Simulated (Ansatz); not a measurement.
Pd (fcc (Cu type), Fm-3m) under volume change, r²SCAN in the plane-wave PAW code Ansatz, scaled uniformly.

```
V (Å³/atom)  E − E(relaxed) (meV/atom)  P (GPa)
-----------  -------------------------  -------
13.649                            84.9    22.25
14.099                            35.2    13.39
14.549                             8.2     6.05
14.999                             0.0     0.00
15.449                             7.2    -4.98
15.899                            27.1    -9.06
16.349                            57.4   -12.38
```

Question: What does a third-order Birch–Murnaghan fit give for V₀, B₀ and B′?

Answer: V₀ = 15.00 Å³/atom, B₀ = 182 GPa, B′ = 5.5.

Symmetry was held in the r²SCAN relaxation. Magnetic state: ferromagnetic, the only order run, not a proven ground state. The cell computed holds one magnetic atom, so no antiferromagnetic order was within reach. Other orbital occupations within this spin state were not tried.

Potentials: the earlier of the program's two PAW sets.
